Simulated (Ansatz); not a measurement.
One crystal and one scan (energy over volume and axial ratio) at two levels, PBE (plane waves to 420 eV, PAW, scalar-relativistic; Ansatz, an electronic-structure program) and r2SCAN (plane waves to 500 eV, PAW, scalar-relativistic; Ansatz), each from its own relaxed cell and on its own mesh. The cell shown is that of PBE.

V (bcc, W type)

```yaml
crystal:
  lattice:
    - [-1.49869, 1.49869, 1.49869]
    - [1.49869, -1.49869, 1.49869]
    - [1.49869, 1.49869, -1.49869]
  atoms:
    - { symbol: V, position: [0.00000, 0.00000, 0.00000] }
```

Grid over V/V₀ and (c/a)/(c/a)₀, subscript 0 meaning the relaxed cell; the conventional c axis lies along z; no internal relaxation.

Energies are smeared free energies. The PAW data are Ansatz's earlier set. V is run without spin polarisation. V was relaxed with its symmetry unable to fall. With partly filled bands, the response to shear is sensitive to the k mesh, so small differences along c/a are uncertain. Percentages come from the unrounded values. Both scans cover V/V₀ from 0.920 to 1.080 and (c/a)/(c/a)₀ from 0.960 to 1.040.

Results of PBE:

```
Quantity                                                     Value
-----------------------------------------------------------  -----
Lattice constant a (Å)                                       2.997
Shear modulus C′ = (C11 − C12)/2 (fit, atoms clamped) (GPa)     61
```

Problem. What does r2SCAN give for the same quantities?

Solution. 
| quantity | r2SCAN | PBE − r2SCAN |
|---|---|---|
| Lattice constant a (Å) | 2.985 | +0.012 (+0.4 %) |
| Shear modulus C′ = (C11 − C12)/2 (fit, atoms clamped) (GPa) | 63 | -2 (-3 %) |

PBE gives the higher value for: lattice constant a.

(Under strain, the slope of the energy per volume gives the stress and its curvature an elastic modulus.)
